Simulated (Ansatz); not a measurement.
## LaSc₃B₄O₁₂ — 45Sc NMR of the central transition

Cell: a COD entry, ions relaxed with PBE at fixed cell.

```cif
data_LaSc3B4O12
_symmetry_space_group_name_H-M 'R32:H'
_symmetry_Int_Tables_number 155
_cell_length_a 9.8190
_cell_length_b 9.8190
_cell_length_c 7.9870
_cell_angle_alpha 90.000
_cell_angle_beta 90.000
_cell_angle_gamma 120.000
loop_
_atom_site_label
_atom_site_type_symbol
_atom_site_symmetry_multiplicity
_atom_site_Wyckoff_symbol
_atom_site_fract_x
_atom_site_fract_y
_atom_site_fract_z
La La 3 a 0.0000 0.0000 0.0000
Sc Sc 9 d 0.1596 0.3333 0.3333
B5 B 9 e 0.0000 0.5153 0.5000
B8 B 3 b 0.0000 0.0000 0.5000
O9 O 9 e 0.0000 0.3739 0.5000
O12 O 9 e 0.1416 0.1416 0.5000
O15 O 18 f 0.1378 0.6574 0.4866
```

One atom of each set is listed; the run and its k-mesh use a cell of 20 atoms with edges of 6.26, 6.26, 6.26 Å.

Computed with Ansatz: DFT, PBE, plane waves and PAW, scalar-relativistic, 420 eV cutoff, Γ-centred 4×4×4 k-points, Fermi–Dirac smearing 0.02 eV.

45Sc has I = 7/2 and Q = -220.0 mb (Pyykkö 2018); at 9.4 T its Larmor frequency is ν₀ = 97.4 MHz. Only the quadrupole interaction is simulated: positions count from each site's isotropic chemical shift, and shift anisotropy, dipolar and J coupling are left out.

Task: Simulate the second-order pattern (static powder, Gaussian broadening 2 kHz) of site Sc (6 O at 2.05–2.24 Å).

Result: The calculation gives C_Q = 20.6 MHz and η = 0.69, so ν_Q = 1.47 MHz and the centre of gravity lies at -132 ppm (-12.8 kHz).

```json
{"offset (kHz)": "-67.6", "height": "0"}
{"offset (kHz)": "-63.1", "height": "12"}
{"offset (kHz)": "-58.5", "height": "34"}
{"offset (kHz)": "-54.0", "height": "36"}
{"offset (kHz)": "-49.5", "height": "38"}
{"offset (kHz)": "-45.0", "height": "40"}
{"offset (kHz)": "-40.4", "height": "43"}
{"offset (kHz)": "-35.9", "height": "45"}
{"offset (kHz)": "-31.4", "height": "49"}
{"offset (kHz)": "-26.8", "height": "53"}
{"offset (kHz)": "-22.3", "height": "60"}
{"offset (kHz)": "-17.8", "height": "69"}
{"offset (kHz)": "-13.2", "height": "92"}
{"offset (kHz)": "-8.7", "height": "90"}
{"offset (kHz)": "-4.2", "height": "78"}
{"offset (kHz)": "0.4", "height": "78"}
{"offset (kHz)": "4.9", "height": "76"}
{"offset (kHz)": "9.4", "height": "100"}
{"offset (kHz)": "14.0", "height": "51"}
{"offset (kHz)": "18.5", "height": "38"}
{"offset (kHz)": "23.0", "height": "34"}
{"offset (kHz)": "27.6", "height": "31"}
{"offset (kHz)": "32.1", "height": "10"}
{"offset (kHz)": "36.6", "height": "0"}
```

At this cell the PBE pressure is 2.1 GPa (principal stresses up to 10 GPa in size), so it isn't the equilibrium cell of PBE.

The relaxation (6 steps) took 3 min of wall time (3 min of CPU time) and 0.63 GiB at its peak, on 1 thread of Arm Neoverse V1 (aarch64; 8 cores open to the job, memory cap 3.0 GiB, no GPU), a shared host with a load of 0.7 a core.
